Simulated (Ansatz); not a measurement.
Li$_{4}$H$_{4}$Rh in space group I4/m (No. 87; Li on 8h, H on 8h, Rh on 2a) at seven volumes, LDA (plane waves, PAW; program Ansatz), shape and atoms relaxed at each. One row is withheld.

```json
[
 {"V (Å³/atom)": "7.544", "P (GPa)": "5.35"},
 {"V (Å³/atom)": "7.792", "P (GPa)": "3.30"},
 {"V (Å³/atom)": "8.041", "P (GPa)": "?"},
 {"V (Å³/atom)": "8.290", "P (GPa)": "0.00"},
 {"V (Å³/atom)": "8.539", "P (GPa)": "-1.35"},
 {"V (Å³/atom)": "8.787", "P (GPa)": "-2.46"},
 {"V (Å³/atom)": "9.036", "P (GPa)": "-3.41"}
]
```

Fit the shown pressures and predict the withheld one.

P = (3/2)B₀(x^(7/2) − x^(5/2))[1 + (3/4)(B′ − 4)(x − 1)] with x = (V₀/V)^(2/3). Least squares on the six rows gives V₀ = 8.287 Å³/atom, B₀ = 47.1 GPa, B′ = 4.04. At V = 8.041, x = 1.0203 and P = 1.51 GPa. The run itself gave 1.52 GPa.

The workflow started from an entry of the Crystallography Open Database (COD). Whether it is the stable phase at ambient conditions was not checked. Symmetry was held in the LDA relaxation; of distortions, only those at the zone centre were tested. The run is not spin-polarised.

Potentials: the later of the program's two PAW sets.
